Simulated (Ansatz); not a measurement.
A geometry of MoRu away from equilibrium: the start of the relaxation of a relaxed MoRu cell shaken by Gaussian noise of σ = 0.08 Å a coordinate. Method: PBE (plane waves to 420 eV, PAW, scalar-relativistic; Ansatz, a quantum-chemistry and plane-wave program). Γ-centred k-mesh 4×12×7 on the run's cell (coarser than for final values), Fermi–Dirac smearing 0.05 eV.

```xyz
8
Lattice="9.9107 0.0000 0.0000 0.0000 2.7630 0.0000 0.0000 0.0000 4.5330" Properties=species:S:1:pos:R:3 pbc="T T T"
Mo     8.3681     2.0064     3.9755
Mo     3.4685     2.1344     2.6509
Mo     1.5099     0.5413     0.4946
Mo     6.5196     0.6385     1.7413
Ru     6.0747     2.0507     3.9449
Ru     0.9258     1.8912     2.7113
Ru     4.0242     0.6609     0.5253
Ru     9.0249     0.7994     1.6942
```

Question: What forces act on the atoms (eV/Å)?

Answer: 
```tsv
atom	Fx	Fy	Fz
Mo1	1.11	0.20	0.30
Mo2	-0.18	-0.09	0.78
Mo3	0.64	0.03	-0.94
Mo4	-0.19	-0.07	-0.23
Ru5	-1.68	0.04	0.21
Ru6	2.03	1.28	1.53
Ru7	0.10	0.13	-0.65
Ru8	-1.83	-1.52	-1.01
```

Question: What is the pressure?

Answer: +2.5 GPa, compression positive.

No spin polarisation in the result.

The end of the path is a generated cell of MoRu: the first start was made by placing the elements on the sites of a structure type, and the end was not matched to a known phase here, so it may be hypothetical.
